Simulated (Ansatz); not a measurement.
This cell of Se (trigonal-Se type, space group P3_121) is off equilibrium:

```xyz
6
Lattice="9.0691 0.0000 0.0000 -2.2673 3.9270 0.0000 0.0000 0.0000 5.0415" Properties=species:S:1:pos:R:3 pbc="T T T"
Se     0.9892     0.0000     4.4412
Se     5.5237     0.0000     4.2012
Se    -0.4946     0.8566     0.8402
Se     4.0400     0.8566     0.8402
Se     1.7727     3.0704     2.5207
Se     6.3072     3.0704     2.5207
```

The numbers are results of PBE (plane waves to 420 eV, PAW, scalar-relativistic; Ansatz, a program for electronic structure), not measurements. k mesh 7×7×5 (Γ-centred), Fermi-Dirac smearing 0.05 eV. Energies are smeared free energies. Compression counts positive. Se was relaxed with its symmetry unable to fall.

### Question
Predict the force on every atom, in eV/Å.

### Answer
```json
[
 {"atom": "Se1", "Fx": "0.627", "Fy": "-0.476", "Fz": "-1.940"},
 {"atom": "Se2", "Fx": "0.010", "Fy": "-0.017", "Fz": "-0.044"},
 {"atom": "Se3", "Fx": "-0.761", "Fy": "0.433", "Fz": "1.195"},
 {"atom": "Se4", "Fx": "0.016", "Fy": "0.000", "Fz": "0.048"},
 {"atom": "Se5", "Fx": "0.019", "Fy": "0.016", "Fz": "0.058"},
 {"atom": "Se6", "Fx": "0.088", "Fy": "0.043", "Fz": "0.682"}
]
```

### Question
Give the stress tensor in GPa and the pressure.

### Answer
```
   0.85    -0.90    -2.37
  -0.90     0.36     0.37
  -2.37     0.37     0.74
```
The pressure, a third of the trace, is 0.65 GPa.

### Question
In it atom 1 sits (0.000, 0.000, 0.240) Å away from its relaxed site. What is its energy relative to the relaxed cell?

### Answer
229.1 meV/cell.

(For displaced atoms, the force is minus the slope of the energy, and its curvature is a force constant, which sets phonon frequencies.)
